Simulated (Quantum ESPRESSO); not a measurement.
**Band energies of GaN**

```
GaN
1.0
    0.00000     2.24980     2.24980
    2.24980     0.00000     2.24980
    2.24980     2.24980     0.00000
N Ga
1 1
Cartesian
  1.12490   1.12490   1.12490
  0.00000   0.00000   0.00000
```

PBE (stringent potentials; Quantum ESPRESSO, PseudoDojo norm-conserving, 114 Ry, no spin-orbit coupling); path ΓXWKΓLUWLK,UX; energies in eV from the valence-band maximum.

| k (1/Å) | point | band 9 | band 10 | band 11 | band 12 | band 13 | band 14 | band 15 | band 16 |
|---|---|---|---|---|---|---|---|---|---|
| 0.00 | Γ | -13.20 | -13.20 | 0.00 | 0.00 | 0.00 | 1.79 | 10.39 | 10.39 |
| 0.43 |  | -13.21 | -13.19 | -1.92 | -0.69 | -0.69 | 3.72 | 8.74 | 11.12 |
| 0.97 |  | -13.14 | -12.36 | -4.83 | -2.20 | -2.20 | 4.17 | 7.01 | 11.21 |
| 1.40 | X | -13.13 | -11.48 | -6.13 | -2.71 | -2.71 | 3.38 | 6.73 | 11.74 |
| 1.51 |  | -13.13 | -11.46 | -6.11 | -2.78 | -2.77 | 3.54 | 6.84 | 11.72 |
| 1.98 |  | -13.18 | -11.21 | -5.74 | -3.63 | -3.59 | 5.96 | 8.32 | 10.67 |
| 2.09 | W | -13.19 | -11.19 | -5.70 | -3.70 | -3.65 | 6.24 | 8.45 | 10.34 |
| 2.59 | K | -13.16 | -11.32 | -5.87 | -4.26 | -2.18 | 5.03 | 7.92 | 11.11 |
| 3.08 |  | -13.21 | -12.17 | -5.32 | -3.27 | -1.03 | 6.53 | 7.55 | 9.57 |
| 3.48 |  | -13.22 | -13.11 | -3.32 | -1.44 | -0.32 | 4.49 | 8.85 | 10.21 |
| 3.97 |  | -13.20 | -13.20 | -0.23 | -0.04 | -0.01 | 1.99 | 10.29 | 10.42 |
| 4.07 | Γ | -13.20 | -13.20 | 0.00 | 0.00 | 0.00 | 1.79 | 10.39 | 10.39 |
| 4.47 |  | -13.20 | -13.20 | -2.27 | -0.27 | -0.27 | 3.38 | 9.33 | 10.75 |
| 4.88 |  | -13.18 | -12.71 | -5.36 | -0.75 | -0.75 | 4.53 | 8.68 | 10.71 |
| 5.28 | L | -13.15 | -11.92 | -7.05 | -0.97 | -0.97 | 4.71 | 8.75 | 10.43 |
| 5.39 |  | -13.15 | -11.90 | -7.02 | -1.12 | -1.00 | 4.86 | 8.60 | 10.43 |
| 5.92 |  | -13.17 | -11.45 | -6.09 | -3.89 | -1.85 | 5.69 | 7.82 | 10.58 |
| 6.13 | U | -13.16 | -11.32 | -5.87 | -4.26 | -2.18 | 5.03 | 7.92 | 11.11 |
| 6.33 |  | -13.17 | -11.28 | -5.82 | -4.16 | -2.59 | 5.47 | 8.04 | 10.89 |
| 6.63 | W | -13.19 | -11.19 | -5.70 | -3.70 | -3.65 | 6.24 | 8.45 | 10.34 |
| 6.83 |  | -13.19 | -11.28 | -5.80 | -3.98 | -2.92 | 6.35 | 8.13 | 10.04 |
| 7.32 |  | -13.16 | -11.79 | -6.81 | -1.93 | -1.25 | 5.64 | 7.84 | 10.34 |
| 7.61 | L | -13.15 | -11.92 | -7.05 | -0.97 | -0.97 | 4.71 | 8.75 | 10.43 |
| 7.70 |  | -13.15 | -11.91 | -7.03 | -1.07 | -0.99 | 4.80 | 8.65 | 10.43 |
| 8.13 |  | -13.17 | -11.58 | -6.38 | -3.23 | -1.61 | 6.06 | 7.52 | 10.40 |
| 8.47 | K | -13.16 | -11.32 | -5.87 | -4.26 | -2.18 | 5.03 | 7.92 | 11.11 |
| 8.47 | U | -13.16 | -11.32 | -5.87 | -4.26 | -2.18 | 5.03 | 7.92 | 11.11 |
| 8.96 | X | -13.13 | -11.48 | -6.13 | -2.71 | -2.71 | 3.38 | 6.73 | 11.74 |

The PBE gap is direct, 1.79 eV at Γ.

Spin-orbit splittings are left out.

Geometry relaxed with PBEsol.

This is not the ordinary phase of the substance; no match was found in the copy of COD used, and its stability was not checked.
